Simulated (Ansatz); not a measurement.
GaSb (rock salt, Fm-3m), a = 5.6961 Å, b = 5.6961 Å, c = 5.6961 Å, α = 90.00°, β = 90.00°, γ = 90.00°; the cell used has 2 atoms.

This is the PBEsol-relaxed structure.

Task: All from PBEsol (plane waves, PAW; program Ansatz), unless another level is named. Estimate the highest zone-centre frequency.

Result: 3.62 THz.

Task: And the bulk modulus (Birch–Murnaghan fit)?

Result: 64.6 GPa.

The start of the workflow was typed in or built on a structure type; neither database checked (COD, Materials Project) lists it. It is not the phase usual at ambient conditions (space group No. 216). The PBEsol relaxation kept the symmetry of its start; its stability against distortions is not shown here. As this level gives no gap, phonon frequencies hold no LO–TO term and depend on the k-mesh and smearing (Fermi–Dirac, 0.1 eV here). Spin–orbit coupling is left out wherever it is not named.

Potentials: the earlier of the program's two PAW sets. The files were generated under PBE; for other functionals the program regenerates the frozen cores, and for LDA and PBEsol the local potential too.
